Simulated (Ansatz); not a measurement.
YCu:
```xyz
2
Lattice="3.4629 0.0000 0.0000 0.0000 3.4629 0.0000 0.0000 0.0000 3.4629" Properties=species:S:1:pos:R:3 pbc="T T T"
Y      0.0000     0.0000     0.0000
Cu     1.7315     1.7315     1.7315
```

Relaxed with r²SCAN.

Problem. Which orbitals make up the states near the Fermi level in plane-wave PAW r²SCAN (Ansatz code)?

Solution. Within 0.5 eV of the Fermi level: Y 4d 64 %, Cu 3d 8 %, Y 5s 8 %, outside the projected shells 16 %. Projections are on Löwdin-orthogonalised atomic valence shells; empty p or d shells of many metals are not among them.

Problem. Tabulate the density of states.

Solution. States/eV per cell of 2 atoms, in 0.25 eV bins, energy from the Fermi level.

```tsv
E (eV)	total	Cu 3d	Y 4d	Cu 4s
-6.95	0.00	0.00	0.00	0.00
-6.70	0.06	0.00	0.00	0.03
-6.45	0.12	0.00	0.00	0.05
-6.20	0.16	0.00	0.00	0.07
-5.95	0.20	0.00	0.00	0.08
-5.70	0.24	0.00	0.01	0.10
-5.45	0.28	0.00	0.01	0.12
-5.20	0.33	0.01	0.02	0.14
-4.95	0.40	0.02	0.04	0.17
-4.70	0.50	0.04	0.06	0.21
-4.45	0.76	0.12	0.15	0.29
-4.20	1.94	0.57	0.59	0.56
-3.95	1.52	0.51	0.44	0.46
-3.70	2.16	1.55	0.41	0.13
-3.45	8.20	7.16	0.73	0.06
-3.20	14.69	13.81	0.67	0.08
-2.95	10.93	10.33	0.29	0.16
-2.70	2.45	1.98	0.19	0.14
-2.45	1.75	1.04	0.32	0.27
-2.20	1.36	0.72	0.38	0.22
-1.95	0.33	0.10	0.12	0.06
-1.70	0.37	0.07	0.17	0.04
-1.45	0.62	0.09	0.35	0.04
-1.20	0.96	0.10	0.59	0.04
-0.95	1.28	0.12	0.79	0.04
-0.70	1.41	0.14	0.86	0.04
-0.45	1.55	0.16	0.92	0.04
-0.20	1.15	0.10	0.73	0.04
0.05	1.08	0.09	0.71	0.03
0.30	1.15	0.08	0.77	0.03
0.55	2.22	0.16	1.59	0.04
0.80	3.15	0.19	2.60	0.04
1.05	0.68	0.02	0.55	0.03
1.30	0.19	0.01	0.16	0.00
1.55	1.20	0.04	1.00	0.03
1.80	2.20	0.06	1.88	0.04
2.05	1.81	0.04	1.54	0.03
2.30	1.45	0.03	1.21	0.04
2.55	1.94	0.04	1.54	0.06
2.80	1.89	0.04	1.46	0.07
3.05	1.62	0.04	1.17	0.09
3.30	1.52	0.04	1.06	0.09
3.55	1.49	0.04	1.12	0.04
3.80	2.73	0.09	2.19	0.05
4.05	1.94	0.05	1.45	0.06
4.30	1.48	0.03	1.07	0.04
4.55	1.18	0.02	0.90	0.03
4.80	0.84	0.01	0.73	0.01
```

Space group Pm-3m (CsCl type). The workflow started from a Materials Project entry (that database holds measured and hypothetical structures alike); the Crystallography Open Database copy checked does not list it. With Y and Cu taken as one species the cell has the higher symmetry Im-3m, so it may be an ordered model of a mixed-site phase. Whether it is the stable phase at ambient conditions was not checked. Symmetry was held in the r²SCAN relaxation; of distortions, only those at the zone centre were tested. The run is not spin-polarised. Scalar-relativistic: spin–orbit coupling is off unless named, which matters more the heavier the elements.

Potentials: the later of the program's two PAW sets.
